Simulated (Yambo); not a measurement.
Yambo run on CsHgF₃ (cubic perovskite, space group Pm-3m, No. 221). The wavefunctions are PBEsol (pw.x of Quantum ESPRESSO, ONCV potentials, scalar-relativistic) ones on a 4×4×4 mesh (25 occupied bands); a = b = c = 4.595 Å, α = β = γ = 90.00°.

Yambo input:

```
rim_cut
HF_and_locXC
RandQpts= 1000000
RandGvec= 1 Ry
EXXRLvcs= 84 Ry
VXCRLvcs= 336 Ry
% QPkrange
 1 | 1 | 25 | 26 |
 3 | 3 | 25 | 26 |
 6 | 6 | 25 | 26 |
 10 | 10 | 25 | 26 |
%
```

k points by index: 1 = Γ, 3 = X, 6 = M, 10 = R.

The o-*.hf file then holds:

```
#    K-point    Band    Eo [eV]    Ehf [eV]    Vxc [eV]    Vnlxc [eV]
#
    1    25    -2.025621    -9.632749    -21.51275    -29.11988
    1    26    0.545449    4.689747    -13.31215    -9.167857
    3    25    -1.799006    -9.490285    -22.22289    -29.91417
    3    26    3.134029    7.001623    -18.32341    -14.45581
    6    25    -0.458784E-3    -5.614550    -24.72382    -30.33791
    6    26    4.141666    8.641415    -18.36296    -13.86321
    10    25    0.000000    -5.635688    -24.72508    -30.36077
    10    26    5.410869    10.93042    -19.28258    -13.76303
```
Exchange alone, without screening.

Spin-orbit coupling is not included.

Geometry of the Materials Project entry, not relaxed at this level.
